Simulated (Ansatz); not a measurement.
**Bi2S3: do the settings matter for the field gradients?**

This input was run with Ansatz:

```yaml
crystal:
  lattice:
    - [11.345, 0.0, 0.0]
    - [0.0, 3.994, 0.0]
    - [0.0, 0.0, 11.193]
  atoms:
    - { symbol: Bi, position: [0.4835, 0.25, 0.3257] }
    - { symbol: Bi, position: [0.0165, 0.75, 0.8257] }
    - { symbol: Bi, position: [0.9835, 0.25, 0.1743] }
    - { symbol: Bi, position: [0.5165, 0.75, 0.6743] }
    - { symbol: Bi, position: [0.3407, 0.75, 0.0339] }
    - { symbol: Bi, position: [0.1593, 0.25, 0.5339] }
    - { symbol: Bi, position: [0.8407, 0.75, 0.4661] }
    - { symbol: Bi, position: [0.6593, 0.25, 0.9661] }
    - { symbol: S, position: [0.2835, 0.25, 0.1943] }
    - { symbol: S, position: [0.2165, 0.75, 0.6943] }
    - { symbol: S, position: [0.7835, 0.25, 0.3057] }
    - { symbol: S, position: [0.7165, 0.75, 0.8057] }
    - { symbol: S, position: [0.5495, 0.75, 0.1286] }
    - { symbol: S, position: [0.9505, 0.25, 0.6286] }
    - { symbol: S, position: [0.0495, 0.75, 0.3714] }
    - { symbol: S, position: [0.4505, 0.25, 0.8714] }
    - { symbol: S, position: [0.3767, 0.75, 0.4414] }
    - { symbol: S, position: [0.1233, 0.25, 0.9414] }
    - { symbol: S, position: [0.8767, 0.75, 0.0586] }
    - { symbol: S, position: [0.6233, 0.25, 0.5586] }
kpoints:
  mp_grid: { grid: [3, 7, 3] }
scf:
  occupations: { method: fermi_dirac, width: 0.2 }
  algorithm: direct_min
hamiltonian:
  xc: lda
  pseudopotentials: { kind: paw }
output:
  forces: true
  stress: true
  populations: true
  efg:
    quadrupole_moments_barn: { Bi: -0.516, S: -0.0694 }
    contact_densities: true
```

It converged. Of its output the block on the nuclei alone is shown, without the SCF iterations, energies, forces and stress (one atom of each set):

```
--- PAW observables at the nuclei: V_zz in 10²¹ V/m², potentials from the cell's mean, atoms counted from 1 ---
  atom   1  Bi V_zz =    -9.686586   η = 0.9763   by run symmetry: allowed   C_q = +120.8578 MHz
            electrostatic potential = -17827.648352 V   contact ρ = 17837820.008704 e/Å³
  atom   5  Bi V_zz =   -23.271313   η = 0.0134   by run symmetry: allowed   C_q = +290.3521 MHz
            electrostatic potential = -17827.651263 V   contact ρ = 17837800.655936 e/Å³
  atom   9  S  V_zz =    -2.516571   η = 0.5028   by run symmetry: allowed   C_q = +4.2230 MHz
            electrostatic potential = -1635.865399 V   contact ρ = 19608.679615 e/Å³
  atom  13  S  V_zz =    +4.872137   η = 0.8150   by run symmetry: allowed   C_q = -8.1759 MHz
            electrostatic potential = -1635.861166 V   contact ρ = 19607.886937 e/Å³
  atom  17  S  V_zz =    -9.312355   η = 0.2698   by run symmetry: allowed   C_q = +15.6269 MHz
            electrostatic potential = -1635.974917 V   contact ρ = 19607.987659 e/Å³
```

Q: Can these gradients be trusted, and how do they compare with a run on standard settings?

A: Not as converged values. Against the standard input the change is `hamiltonian.xc`: pbe → lda; `scf.occupations.width`: 0.02 → 0.2; `scf.algorithm`: not typed → direct_min. A site carries the number of its first atom; V_zz in 10²¹ V/m².

| site | V_zz standard | η standard | V_zz here | η here |
| --- | --- | --- | --- | --- |
| Bi1 | 10.01 | 0.99 | -9.69 | 0.98 |
| Bi5 | -24.2 | 0.03 | -23.3 | 0.01 |
| S9 | -2.47 | 0.53 | -2.52 | 0.50 |
| S13 | 4.76 | 0.84 | 4.87 | 0.81 |
| S17 | -9.37 | 0.27 | -9.31 | 0.27 |

The largest change of V_zz along a kept axis is on Bi5, from -24.2 to -23.3. In per cent, |V_zz| changes by -4 on Bi, -1 to +2 on S (all sites that start above 0.5, bar those whose gradient vanishes or changes sign or whose main axis turns by over 40°). On Bi1 the largest principal value lies along another axis in the second run, so the two V_zz can't be compared directly. SCF iterations: 8 and 8. In the changed run the smearing of 0.20 eV is wide against a gap of 1.3 eV, so its values aren't converged ones.

On the reference run: The values hang on the deposited positions: relaxing the atoms moves V_zz on Bi1 from 10.01 to 7.66, on Bi5 from -24.2 to -19.52. Spin–orbit coupling is left out, which shifts gradients on Bi by a few per cent, and by more where contributions nearly cancel.
